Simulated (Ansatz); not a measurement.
## Relaxing Ag

Theory: DFT r2SCAN, scalar-relativistic, plane waves, PAW in Ansatz 0.2.0. (500 eV cutoff, 12×12×2 k-mesh, Gaussian smearing of 0.10 eV, no spin polarisation)

What was changed: biaxial strain in the a-b plane, c and atoms relaxed: -1.0 %.

Command:

```bash
ansatz run input.yaml --threads 1 --pin off --max-ram 2560MiB --backend cpu --events-out ev --progress --plain --runs-dir out
```

Input:

```yaml
crystal:
  lattice:
    - [2.8756591736, 0.0, 0.0]
    - [-1.4378295868, 2.490393897, 0.0]
    - [0.0, 0.0, 21.4497246782]
  atoms:
    - { symbol: Ag, position: [0.0, 0.0, 0.0] }
    - { symbol: Ag, position: [0.0, 0.0, 0.7777116989] }
    - { symbol: Ag, position: [0.3333333333, 0.6666666667, 0.8889549678] }
    - { symbol: Ag, position: [0.6666666667, 0.3333333333, 0.3333333333] }
    - { symbol: Ag, position: [0.6666666667, 0.3333333333, 0.1110450322] }
    - { symbol: Ag, position: [0.0, 0.0, 0.2222883011] }
    - { symbol: Ag, position: [0.3333333333, 0.6666666667, 0.6666666667] }
    - { symbol: Ag, position: [0.3333333333, 0.6666666667, 0.4443783655] }
    - { symbol: Ag, position: [0.6666666667, 0.3333333333, 0.5556216345] }
basis:
  ecutwfc: 500
kpoints:
  mp_grid: { grid: [12, 12, 2] }
hamiltonian:
  xc: r2scan
scf:
  occupations: { method: gaussian, width: 0.1 }
output:
  forces: true
  stress: true
  eigenvalues: true
relax:
  adjacent_minimum: "off"
  f_tol: 0.008
  max_steps: 40
  cell: { stress_tol: 0.015, fix: [a, b, gamma] }
```

F is the free energy. Steps run on the plane waves of an earlier cell, but the last one, and at times one on the way, on a freshly chosen basis, so a repeated geometry can differ a little in energy. The held parts of the cell keep their stress, so P needn't end at zero.

Steps:

```csv
step,F − F(1) (eV),largest force component (eV/Å),V (Å³/atom),P (GPa)
1,0.0000,0.001,17.068,1.76
2,-0.0001,0.000,17.136,1.35
3,-0.0003,0.000,17.115,1.47
4,-0.0006,0.000,17.115,1.47
```

Relaxed structure:

```
CELL_PARAMETERS angstrom
2.87566 0.00000 0.00000
-1.43783 2.49039 0.00000
0.00000 0.00000 21.50907
ATOMIC_POSITIONS crystal
Ag 0.00000 0.00000 0.00000
Ag 0.00000 0.00000 0.77772
Ag 0.33333 0.66667 0.88895
Ag 0.66667 0.33333 0.33333
Ag 0.66667 0.33333 0.11105
Ag 0.00000 0.00000 0.22228
Ag 0.33333 0.66667 0.66667
Ag 0.33333 0.66667 0.44438
Ag 0.66667 0.33333 0.55562
```

It takes space group R-3m (No. 166, trigonal). Conventional cell: a = 2.876 Å, b = 2.876 Å, c = 21.509 Å, α = 90.00°, β = 90.00°, γ = 120.00°. Ag (site symmetry -3m) is surrounded by 12 Ag at 2.88 to 2.91 Å. Ag (site symmetry 3m) has 12 Ag at 2.88 to 2.91 Å as nearest neighbours.

The run converged. Time: 3.8 min on 1 thread of Intel(R) Xeon(R) Processor @ 2.70GHz, with other jobs on the host, peak memory 1.1 GiB.